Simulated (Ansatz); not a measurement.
# La₄Ge₇: field gradients at two levels of theory

Cell: a Materials Project structure (computed, not necessarily an observed phase), atoms as given.

Space group C222_1 (No. 20); a = 6.1796, b = 14.2127, c = 12.3628 Å.

| site | Wyckoff | site symmetry | x | y | z |
| --- | --- | --- | --- | --- | --- |
| La1 | 8c | 1 | 0.7409 | 0.7460 | 0.8793 |
| La5 | 4b | .2. | 0.5000 | 0.0036 | 0.7500 |
| La7 | 4a | 2.. | 0.0055 | 0.0000 | 0.5000 |
| Ge9 | 4b | .2. | 0.5000 | 0.5724 | 0.7500 |
| Ge11 | 8c | 1 | 0.2433 | 0.1703 | 0.6269 |
| Ge15 | 8c | 1 | 0.8038 | 0.8446 | 0.6519 |
| Ge19 | 8c | 1 | 0.5093 | 0.9138 | 0.5102 |

One atom of each set is listed; the run and its k-mesh use a cell of 22 atoms with edges of 7.75, 7.75, 12.36 Å.

First run. Method: Kohn–Sham DFT in Ansatz, PBE, plane waves and PAW, scalar-relativistic, 420 eV cutoff, Γ-centred 6×6×3 k-points, Fermi–Dirac smearing 0.05 eV.

```
site  V_zz (10²¹ V/m²)     η
 La1             -2.97  0.48
 La5             -2.66  0.91
 La7             -2.89  0.03
 Ge9             -9.15  0.75
Ge11             -9.56  0.63
Ge15            -15.26  0.62
Ge19            -11.51  0.59
```

Second run. The same atoms and settings, except that the functional is r2SCAN and the cutoff is 500 eV.

Problem. Given the first result, estimate the second.

Solution. 

```tsv
site	V_zz	η	change of V_zz
La1	-3.03	0.50	-0.06
La5	2.79	0.87	–
La7	-2.86	0.09	+0.03
Ge9	-10.33	0.84	-1.18
Ge11	-11.09	0.61	-1.53
Ge15	-16.98	0.55	-1.72
Ge19	-13.20	0.56	-1.69
```

The largest change of V_zz along a kept axis is on Ge15, from -15.26 to -16.98. In per cent, |V_zz| changes by -1 to +2 on La, +11 to +16 on Ge (all sites that start above 2, bar those whose gradient vanishes or changes sign or whose main axis turns by over 40°). On La5 the largest principal value lies along another axis in the second run, so the two V_zz can't be compared directly.

The run finds no gap above 0.1 eV (a metal, or nearly one), so the gradients can move by 10 % or more with the k-mesh. Without spin–orbit coupling (the program notes it for La) the gradients can shift somewhat, as the gap is small.
For the first run: The largest force is 0.3 eV/Å, so the atoms aren't at the calculated equilibrium and relaxing them would move these values.
